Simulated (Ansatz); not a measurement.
**Zone-centre phonons of LiCl at 13.4 GPa: input and output**

Method: DFT LDA, scalar-relativistic, plane waves, PAW (Ansatz 0.2.0).

Launched with:
```bash
ansatz run input.yaml --threads 1 --pin off --max-ram 2560MiB --backend cpu --events-out ev --progress --plain --runs-dir out
```

Input (bare energies are in eV):
```yaml
crystal:
  lattice:
    - [0.0, 2.3153, 2.3153]
    - [2.3153, 0.0, 2.3153]
    - [2.3153, 2.3153, 0.0]
  atoms:
    - { symbol: Li, position: [0.0, 0.0, 0.0] }
    - { symbol: Cl, position: [0.5, 0.5, 0.5] }
basis:
  ecutwfc: 420
kpoints:
  mp_grid: { grid: [8, 8, 8] }
hamiltonian:
  xc: lda
scf:
  occupations: { method: fixed }
output:
  eigenvalues: true
phonons:
  method: dfpt
  dielectric: true
  rigid_motions: translations
  raman: true
  eigenvectors: true
```

Results section of the output:
```
--- Phonons (Γ-DFPT): 2 representative perturbations + reference, on 59 of 512 k-points (Σ response iterations 7) ---
  k mesh reduced under 8 symmetry operations, with k and −k counted as one. Each operation leaves every solved perturbation unchanged. A smaller set is not considered because the run solves the response ...
  ASR residual: 2.117e-4 → 0.000e0 eV/Å²; symmetrization residual: 5.226e-7 eV/Å²
  ASR residual per site (eV/Å²): 4.39e-5 2.12e-4
  Γ frequencies (cm⁻¹): 0.00 0.00 0.00 374.17 374.17 374.17
  ε∞ (high-frequency dielectric tensor):
        3.540582    -0.000000     0.000000
       -0.000000     3.540582     0.000000
        0.000000     0.000000     3.540582
  ε⁰ (static dielectric tensor: ions relaxed, cell fixed):
        6.565072    -0.000000     0.000000
       -0.000000     6.565072     0.000000
        0.000000     0.000000     6.565072
  ε⁰ − ε∞ (ionic part):
        3.024490     0.000000     0.000000
        0.000000     3.024490     0.000000
        0.000000     0.000000     3.024490
  softest optical mode at Γ: 374.17 cm⁻¹; the repairs (sum rule, projections) moved no ω² at Γ by more than (1.36 cm⁻¹)²
  Born effective charges Z* (e; rows j = field, columns β = displacement):
    site 0:
         1.11343   -0.00000    0.00000
         0.00000    1.11343    0.00000
         0.00000    0.00000    1.11343
    site 1:
        -1.11343    0.00000   -0.00000
        -0.00000   -1.11343   -0.00000
        -0.00000   -0.00000   -1.11343
  Z* charge neutrality: 1.308e-4 e pre-enforcement
  solved inside a basis spanned on kpoints, on 10×10×10 k-points: ε∞ is read to err by 7.7e-3, Z* by 7.5e-3 e (field_mesh: kpoints solves on kpoints); Z* is corrected for what the basis lacks
  Raman tensors (in the event stream and the table raman_tensors.tsv): an entry may err by 1.4e-4 Å², one of the second-order susceptibility by 3.1e-20 pm/V (basis, points and sum rule); their sum over the sites missed zero by 4.103e-22 Å² ...
  optical modes at Γ without the LO–TO term, one row a degenerate level:
      ω (cm⁻¹) modes IR ((D/Å)²/amu) static Raman (Å⁴/amu) depolarisation
        374.17      3            14.7841                 0.0000               —
  optical modes at Γ + LO–TO along q̂ = [1.0000, 0.0000, 0.0000]:
      ω (cm⁻¹) modes IR ((D/Å)²/amu) static Raman (Å⁴/amu) depolarisation
        374.17      2             9.8561                 0.0000               —
        509.50      1             4.9280                 0.0000               —
  optical modes at Γ + LO–TO along q̂ = [0.0000, 1.0000, 0.0000]:
      ω (cm⁻¹) modes IR ((D/Å)²/amu) static Raman (Å⁴/amu) depolarisation
        374.17      2             9.8561                 0.0000               —
        509.50      1             4.9280                 0.0000               —
  optical modes at Γ + LO–TO along q̂ = [0.0000, 0.0000, 1.0000]:
      ω (cm⁻¹) modes IR ((D/Å)²/amu) static Raman (Å⁴/amu) depolarisation
        374.17      2             9.8561                 0.0000               —
        509.50      1             4.9280                 0.0000               —
```

It took 2.5 min on 1 thread of Intel(R) Xeon(R) Processor @ 2.50GHz (Skylake/Cascade Lake) (shared host), peak memory 0.56 GiB.

The cell is the ideal cubic rocksalt prototype.